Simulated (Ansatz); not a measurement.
The start is a relaxed CdS cell, doubled along one cell vector, shaken by Gaussian noise of σ = 0.08 Å a coordinate. The structure is fully relaxed (lattice and positions, P = 0) with PBE (plane waves to 420 eV, PAW, scalar-relativistic; Ansatz, a program for electronic structure). The first steps use a coarse 3×6×4 k-mesh.

Input geometry:
```
CdS
1.0
    8.39188     0.00000     0.00000
   -2.09797     3.63379     0.00000
    0.00000     0.00000     6.83129
Cd S
4 4
Direct
  0.17729   0.65817   0.99883
  0.66301   0.67444   0.00131
  0.33700   0.33495   0.50643
  0.83923   0.31109   0.51518
  0.16284   0.63932   0.38253
  0.66867   0.66949   0.38087
  0.34711   0.32764   0.89426
  0.83012   0.37257   0.87511
```

```yaml
energy_released: 33 meV/atom
Shortest distances (start → end): "The closest pairs of elements (up to four, under 3.6 Å), start → end: Cd–S 2.41 → 2.57 Å"
band_gap_at_the_end: 1.11 eV, direct at Γ (no spin-orbit coupling)
optimiser_moves: 3
```

Final structure:

```cif
data_Cd2S2
_chemical_formula_sum 'Cd2 S2'
_space_group_name_H-M_alt 'P63mc'
_space_group_IT_number 186
_space_group_name_Hall 'P 6c -2c'
_cell_length_a 4.19666
_cell_length_b 4.19666
_cell_length_c 6.82759
_cell_angle_alpha 90.000
_cell_angle_beta 90.000
_cell_angle_gamma 120.000
loop_
_atom_site_label
_atom_site_type_symbol
_atom_site_symmetry_multiplicity
_atom_site_Wyckoff_symbol
_atom_site_fract_x
_atom_site_fract_y
_atom_site_fract_z
_atom_site_occupancy
Cd1 Cd 2 b 0.33333 0.66667 0.49399 1
S1 S 2 b 0.33333 0.66667 0.11738 1
```

Final values are on a 9×9×5 k-mesh of the relaxed cell. No spin polarisation in the result.
